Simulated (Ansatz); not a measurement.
This Sr₂Ga₂O₃ structure is the end of a relaxation. The cell was found from a structure generator's guess, not taken from experiment.

All numbers below come from Ansatz 0.2.0, DFT PBE, scalar-relativistic, plane waves, PAW. Cutoff 420 eV, Γ-centred mesh, Gaussian smearing, no spin polarisation.

```xyz
7
Lattice="3.4758 0.0000 0.0000 0.0000 3.9296 0.0000 0.0000 0.0000 8.8352" Properties=species:S:1:pos:R:3 pbc="T T T"
Sr    1.7379    1.9648    2.0546
Sr    1.7379    1.9648    6.7806
Ga    0.0000    0.0000    0.0000
Ga    0.0000    0.0000    4.4176
O     0.0000    1.9648    0.0000
O     0.0000    0.0000    1.9857
O     0.0000    0.0000    6.8495
```

Energies over the elements count from the elements' standard structures at the same level (O₂ as a molecule), with no fitted energy shifts.

(1) Find its symmetry and describe it.

(2) How far does it lie from the elements in energy?

(3) Is it a metal?

(4) From what recipe could a structure generator have reached it?

## Answers

(1) Pmmm (No. 47). Conventional cell: a = 3.476 Å, b = 3.930 Å, c = 8.835 Å. Around Sr lie 6 O at 2.62–2.69 Å, 8 Ga at 3.33–3.53 Å and 2 Sr at 3.48 Å; around Ga on its first site lie 4 O at 1.96–1.99 Å and 8 Sr at 3.33 Å; Ga on its second site has 2 O at 2.43 Å; O on a site of symmetry mmm is surrounded by 2 Ga at 1.96 Å and 4 Sr at 2.69 Å; 1 more site not described.

(2) −1.74 eV/atom. Whether it is stable depends on the other phases of the system, which aren't compared here.

(3) Yes, bands cross the Fermi level on the 10×10×4 mesh.

(4) One such recipe: ordered vacancies on the anion sites of perovskite (Pmmm, No. 47). Other recipes can lead to the same cell.

The last run used a 10×10×4 mesh (in the run's order of axes) for its 7-atom cell and Gaussian smearing of 0.10 eV. Symmetry constrained the relaxation, so the result can be a saddle point.
